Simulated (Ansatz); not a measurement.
C: energy along a strain

C, Cmmm, a = 4.207 Å, b = 8.667 Å, c = 2.486 Å. This isn't the element's structure at ambient conditions. Ansatz: LDA, PAW, 420 eV, Γ-centred 6×6×10 mesh on 8 atoms, Gaussian smearing 0.05 eV; no spin polarisation. Cell vectors (Å): 2.103 -4.334 0.000; 2.103 4.334 0.000; 0.000 0.000 2.486. The cell is strained by x per cent times the pattern (1 0 0 0 0 0) in the order xx yy zz yz xz xy (engineering shears), with fractional coordinates held. y is the free energy over the start, V0 = 5.664 Å³/atom. Points with a strain past 8.5 % were computed too (5) and aren't used here.

```tsv
x (%)	y (meV/atom)
-7.50	?
-3.75	33.50
0.00	0.00
3.75	27.54
7.50	100.60
```

Problem. Fit y = c2 x² + c3 x³ to the other rows, get the stiffness along the pattern, and predict the missing energy.

Solution. Least squares on the rows shown. y = 2.1785 x² − 0.052144 x³. The clamped-ion stiffness p·C·p = 2 × 21.79 eV × 160.2 / 5.664 Å³ = 1232 GPa, which is C11 in these axes. At x = -7.50 the fit asked for gives 144.54 meV/atom. The run gave 148.64 meV/atom, so the fit is 4.10 meV/atom too low, 2.8 % of the span of the series, against an rms of 0.21 meV/atom on the fitted rows. The row lies outside the fitted range. With a term in x⁴ added, a fit to the same known rows (none to spare) predicts 148.28 meV/atom, so most of the miss is curvature that the known rows already hold.

Cost: 10 runs of about 1.7 core-minutes in all, on Intel Xeon Processor @ 2.50GHz (Skylake/Cascade Lake) (shared hosts).